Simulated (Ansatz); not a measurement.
## Coordination and S-33 quadrupole coupling in YMgCrS4

Cell: a computed structure from the Materials Project (it need not be an observed phase), atoms as given.

Space group Imma (No. 74); a = 7.5026, b = 7.6516, c = 10.6867 Å.

```csv
site,Wyckoff,site symmetry,x,y,z
Y,4b,2/m..,0.5000,0.0000,0.0000
Mg,4e,mm2,0.0000,0.2500,0.1237
Cr,4d,.2/m.,0.2500,0.2500,0.7500
S7,8h,m..,0.5000,0.4655,0.7456
S8,8i,.m.,0.7500,0.2500,0.5206
```

One atom of each set is listed; the run and its k-mesh use a cell of 14 atoms with edges of 7.57, 7.57, 7.57 Å.

Method: Kohn–Sham DFT in Ansatz, r2SCAN, plane waves and PAW, scalar-relativistic, collinear spin, 500 eV cutoff, Γ-centred 5×5×5 k-points, Fermi–Dirac smearing 0.02 eV. Start moments as typed (μB): 3 on each Cr, none on the rest.

Q(S-33) = -69.40 mb.

Question: Order the S environments from the weakest to the strongest quadrupole coupling.
A. S7: 2 Cr at 2.50 Å, 1 Mg at 2.54 Å, 1 Y at 2.73 Å
B. S8: 1 Mg at 2.43 Å, 1 Cr at 2.45 Å, 2 Y at 2.69 Å

Answer: B (11.0 MHz, η = 0.43), A (12.5 MHz, η = 0.02).

Like point charges on the first shell alone (each adding as 1/d³) would put S8 above S7: the covalent part of each bond and the atoms beyond the first shell count as well.

The program didn't check the stability of this electronic state in full, so a lower one may lie near. Without spin–orbit coupling (the program notes it for Y) the gradients are little affected as a rule: paired runs on crystals with a gap mostly move them by under 2 % at such atoms. All moments are parallel here, as the start or the cell imposes; many such compounds order antiparallel, where fields and spin densities carried over to other atoms largely cancel. The magnetic order is the one that the run reached from its start moments, not necessarily the measured one.
